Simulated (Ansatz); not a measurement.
Ta$_{2}$Pt$_{3}$S$_{8}$ in space group Pbam (No. 55; Pearson symbol oP26), the program Ansatz at the PBE level (PAW), all energies at zero smearing, with the estimated change up to a 700 eV cutoff added, with one set of potentials and settings (totals compare only within such a set). Cell of 26 atoms (4 Ta, 6 Pt, 16 S): -129320.011 eV.

```
element             reference phase  E (eV/atom)
-------  --------------------------  -----------
Ta       Im-3m, 1 atoms in the cell   -9932.2522
Pt       Fm-3m, 1 atoms in the cell  -12523.0127
S        Fddd, 32 atoms in the cell    -902.0599
```

Formation energy per atom, worked out: (-129320.011 − 4×(-9932.2522) − 6×(-12523.0127) − 16×(-902.0599))/26 = -0.768 eV/atom (-74 kJ per mol of atoms), at 0 K, without zero-point energy or fitted corrections.

The first step of the workflow began from a Materials Project structure, measured or hypothetical; the Crystallography Open Database copy checked does not list it. Its standing as an ambient phase is unchecked. The PBE relaxation kept the symmetry of its start; whether a distortion lowers the energy is not shown. The run is not spin-polarised. The references are the lowest solids computed at this level, not always the standard phases. Scalar-relativistic: spin–orbit coupling is off unless named, which matters more the heavier the elements.

Potentials: the later of the program's two PAW sets.
